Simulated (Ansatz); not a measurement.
The relaxed structure here is a generated cell of V: the first start was made by placing the elements on the sites of a structure type, and the end was not matched to a known phase here, so it may be hypothetical. Known forms of V include space group No. 229.

The end point of a relaxation of V. Space group Pm-3n (No. 223). Level of theory: PBE (plane waves to 420 eV, PAW, scalar-relativistic; Ansatz, an electronic-structure program).

```cif
data_V8
_chemical_formula_sum 'V8'
_space_group_name_H-M_alt 'Pm-3n'
_space_group_IT_number 223
_space_group_name_Hall '-P 4n 2 3'
_cell_length_a 4.78775
_cell_length_b 4.78775
_cell_length_c 4.78775
_cell_angle_alpha 90.000
_cell_angle_beta 90.000
_cell_angle_gamma 90.000
loop_
_atom_site_label
_atom_site_type_symbol
_atom_site_symmetry_multiplicity
_atom_site_Wyckoff_symbol
_atom_site_fract_x
_atom_site_fract_y
_atom_site_fract_z
_atom_site_occupancy
V1 V 6 c 0.00000 0.50000 0.25000 1
V2 V 2 a 0.00000 0.00000 0.00000 1
```

Q: What magnetic moment does PBE give?

A: Zero (the starting moments vanished).

No spin polarisation in the result: the starting moments vanished.

The run could not lose the symmetry of its start, so the end can be a saddle point.

All atoms sit on sites fixed by symmetry, so only the cell could relax.
